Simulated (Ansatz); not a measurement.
Input and command of a plane-wave DFT calculation in Ansatz:

```yaml
crystal:
  lattice:
    - [3.4181271082, 0.0, 0.0]
    - [-1.7090635541, 2.9601849091, 0.0]
    - [0.0, 0.0, 5.3180505516]
  atoms:
    - { symbol: Os, position: [0.0, 0.0, 0.0] }
    - { symbol: Os, position: [0.3333333333, 0.6666666667, 0.645] }
    - { symbol: Os, position: [0.6666666667, 0.3333333333, 0.355] }
    - { symbol: O, position: [0.3333333333, 0.6666666667, 0.245] }
    - { symbol: O, position: [0.6666666667, 0.3333333333, 0.755] }
basis:
  ecutwfc: 420
kpoints:
  mp_grid: { grid: [6, 6, 4] }
hamiltonian:
  xc: pbe
scf:
  occupations: { method: gaussian, width: 0.1 }
  lower_state_search: "off"
output:
  forces: true
  stress: true
  eigenvalues: true
relax:
  adjacent_minimum: "off"
  f_tol: 0.04
  max_steps: 70
  cell: { stress_tol: 0.4 }
```

```bash
ansatz run input.yaml --threads 1 --pin off --max-ram 2560MiB --backend cpu --events-out ev --progress --plain --runs-dir out
```

Processor: Arm Neoverse V1, 1 thread, on a host shared with other jobs.

Task: How long does it run, and how much memory does it take?

Result: About 120 s on 1 thread of Arm Neoverse V1 (shared host), peak memory 0.39 GiB. It solves 36 bands at 24 k points (the mesh reduced by the symmetry that the task leaves, which can be less than the crystal's) with about 2065 plane waves (on the last cell), in 239 SCF iterations over 36 ionic steps.
